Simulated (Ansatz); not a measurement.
Calculated with Ansatz: TaCuBr3, relaxation

The input file (Ansatz 0.2.0, plane waves):

```yaml
crystal:
  lattice:
    - [6.845286, 0.0, 0.0]
    - [-3.422643, 5.928195, 0.0]
    - [0.0, 0.0, 5.802969]
  atoms:
    - { symbol: Ta, position: [0.0, 0.0, 0.0] }
    - { symbol: Ta, position: [0.0, 0.0, 0.5] }
    - { symbol: Cu, position: [0.3333, 0.6667, 0.75] }
    - { symbol: Cu, position: [0.6666, 0.3333, 0.25] }
    - { symbol: Br, position: [0.1666, 0.3332, 0.25] }
    - { symbol: Br, position: [0.8334, 0.1666, 0.75] }
    - { symbol: Br, position: [0.6668, 0.8334, 0.25] }
    - { symbol: Br, position: [0.8334, 0.6668, 0.75] }
    - { symbol: Br, position: [0.1666, 0.8334, 0.25] }
    - { symbol: Br, position: [0.3332, 0.1666, 0.75] }
  symmetry: { tolerance: 0.0003 }
kpoints:
  mp_grid: { grid: [6, 6, 6], shift: [0, 0, 0] }
magnetization:
  spin_polarized: false
scf:
  occupations: { method: cold, width: 0.1276 }
  lower_state_search: "off"
hamiltonian:
  pseudopotentials: { kind: paw }
  xc: r2scan
basis:
  ecutwfc: 500
  fft_grid_basis: typed
relax:
  max_steps: 40
  f_tol: 0.03
output:
  forces: true
  stress: true
  eigenvalues: true
  bader: true
  populations: true
  elf: true
  write_potential: true
  volumetric_format: npy
  dos:
    e_range: [-12, 8]
    de: 0.05
    projected: { site_lists: { Br: [Br], Cu: [Cu], Ta: [Ta] } }
  write_density: true
checkpoint:
  read: saved_state
```

The command:

```bash
ansatz run input.yaml --threads 2 --pin off --max-ram 2560MiB --backend cpu --events-out ev --progress --plain --runs-dir out
```

Origin of the cell: a known structure type with other elements, at an estimated volume, so it need not be a known compound.

The saved state is a converged single point of the same cell.

Steps:

| step | ΔF (meV/atom) | max force component (eV/Å) | SCF iterations | step was |
| --- | --- | --- | --- | --- |
| 1 | 0.0 | 3.013 | 8 | accepted |
| 2 | -109.8 | 0.920 | 8 | accepted |
| 3 | -123.2 | 0.237 | 7 | accepted |
| 4 | -124.1 | 0.004 | 7 | accepted |
| 5 | -124.1 | 0.004 | 4 | accepted |

The starting structure.

Space group P6_3/mmc (No. 194); the run's cell has a = 6.845 Å, b = 6.845 Å, c = 5.803 Å, α = 90.00°, β = 90.00°, γ = 120.00°. Shortest distances: Br–Ta 2.45 Å, Ta–Ta 2.90 Å, Br–Br 3.42 Å, Br–Cu 3.42 Å.

After:

Space group P6_3/mmc (No. 194); the run's cell has a = 6.845 Å, b = 6.845 Å, c = 5.803 Å, α = 90.00°, β = 90.00°, γ = 120.00°. Shortest distances: Br–Ta 2.57 Å, Ta–Ta 2.90 Å, Br–Br 3.18 Å, Br–Cu 3.43 Å.

```xyz
10
Lattice="6.8453 0.0000 0.0000 -3.4226 5.9282 0.0000 0.0000 0.0000 5.8030" Properties=species:S:1:pos:R:3 pbc="T T T"
Ta    0.0000    0.0000    0.0000
Ta    0.0000    0.0000    2.9015
Cu    0.0000    3.9521    4.3522
Cu    3.4226    1.9761    1.4507
Br    0.0000    2.1186    1.4507
Br    5.0105    1.0593    4.3522
Br    1.5879    4.8689    1.4507
Br    3.4226    3.8096    4.3522
Br   -1.5879    4.8689    1.4507
Br    1.8348    1.0593    4.3522
```

- Free energy lowered by: 124.1 meV/atom
- Final pressure: 5.01 GPa
- Relaxation steps listed: 5
- Gap on the mesh: none (metal)

Caveats: no moments, though an odd count or open d shells may carry them; no spin-orbit coupling, though heavy elements are present; the SCF threshold is looser than advised for a stress; the relaxation held the start's symmetry, so the end may be a saddle point.

It ran for 6.9 min on 2 threads of Arm Neoverse N1 (shared host), peak memory 1.3 GiB, from a saved density.
